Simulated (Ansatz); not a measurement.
CaTiSe2 in space group P-3m1 (No. 164; Se on 2d, Ti on 1a, Ca on 1b), the program Ansatz at the PBE+D3(BJ) level (PAW), all energies at zero smearing, with the estimated change up to a 700 eV cutoff added, with one set of potentials and settings (totals compare only within such a set). Cell of 4 atoms (2 Se, 1 Ti, 1 Ca): -15261.883 eV.

| element | reference phase | E (eV/atom) |
|---|---|---|
| Se | P3_121, 3 atoms in the cell | -5469.4069 |
| Ti | P6/mmm, 3 atoms in the cell | -2500.3009 |
| Ca | Fm-3m, 1 atoms in the cell | -1817.0951 |

Formation energy per atom, worked out: (-15261.883 − 2×(-5469.4069) − 1×(-2500.3009) − 1×(-1817.0951))/4 = -1.418 eV/atom (-137 kJ per mol of atoms), at 0 K, without zero-point energy or fitted corrections.

The cell is a constructed one: a structure type filled with these elements; neither database checked (COD, Materials Project) lists it. Its standing as an ambient phase is unchecked. Symmetry was held in the PBE+D3(BJ) relaxation; of distortions, only those at the zone centre were tested. The run is not spin-polarised. The references are the lowest solids computed at this level, not always the standard phases.

Potentials: the later of the program's two PAW sets.
